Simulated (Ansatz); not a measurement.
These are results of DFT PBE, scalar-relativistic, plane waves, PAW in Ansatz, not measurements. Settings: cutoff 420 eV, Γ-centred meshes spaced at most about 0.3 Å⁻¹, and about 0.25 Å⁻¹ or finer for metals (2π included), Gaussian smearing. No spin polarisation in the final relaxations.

These are static total energies at zero pressure.

Two relaxed structures of YLu2F3:

1.

Space group P6/mmm (No. 191). a = 5.785 Å, b = 5.785 Å, c = 3.813 Å, α = 90.00°, β = 90.00°, γ = 120.00°
```json
{"atom": "Y", "site": "1a", "symmetry": "6/mmm", "x": "0.0000", "y": "0.0000", "z": "0.0000"}
{"atom": "Lu", "site": "2c", "symmetry": "-6m2", "x": "0.3333", "y": "0.6667", "z": "0.0000"}
{"atom": "F", "site": "3g", "symmetry": "mmm", "x": "0.5000", "y": "0.0000", "z": "0.5000"}
```

2.

Space group P-6m2 (No. 187). a = 7.326 Å, b = 7.326 Å, c = 7.106 Å, α = 90.00°, β = 90.00°, γ = 120.00°
| atom | site | symmetry | x | y | z |
| --- | --- | --- | --- | --- | --- |
| Y | 1a | -6m2 | 0.0000 | 0.0000 | 0.0000 |
| Lu | 1e | -6m2 | 0.6667 | 0.3333 | 0.0000 |
| Lu | 1f | -6m2 | 0.6667 | 0.3333 | 0.5000 |
| F | 3j | mm2 | 0.8328 | 0.1672 | 0.0000 |

Problem. Which form is favoured at zero pressure, and by what margin per atom?

Solution. Cell 1 is lower, by 192 meV/atom. Cell 1 has space group P6/mmm (No. 191), 18.4 Å³/atom and no gap on its mesh; cell 2 has space group P-6m2 (No. 187), 55.1 Å³/atom and no gap. Counting F atoms around Lu and Y (those within 1.25 times the shortest such distance or 1.15 times the sum of covalent radii, 1.27 where that leaves under three; the shortest distance is added where it exceeds 1.18 times the sum of covalent radii; a slash parts the counts of unlike sites), cell 1 has Y 12 from 3.5 Å, Lu 6 and cell 2 has Y 3, Lu 3/6 from 4.1 Å. The denser one is the lower, and pressure would at first widen the difference. In cell 1, Y has 6 Lu at 3.34 Å, 12 F at 3.46 Å and 2 Y at 3.81 Å; around Lu lie 6 F at 2.53 Å, 3 Lu at 3.34 Å and 3 Y at 3.34 Å; around F lie 4 Lu at 2.53 Å, 4 F at 2.89 Å and 4 Y at 3.46 Å. In cell 2, Y is surrounded by 3 F at 2.12 Å; Lu on its first site is surrounded by 3 F at 2.11 Å and 2 Lu at 3.55 Å; F is surrounded by 1 Lu at 2.11 Å, 1 Y at 2.12 Å, 4 F at 3.65–3.67 Å and 2 Lu at 4.13 Å; 1 more site not described. Both come from invented guesses. A third cell relaxed alike, in R-3m, lies 293 meV/atom below the lower of the two.

Cells relaxed within their symmetry can be saddle points.
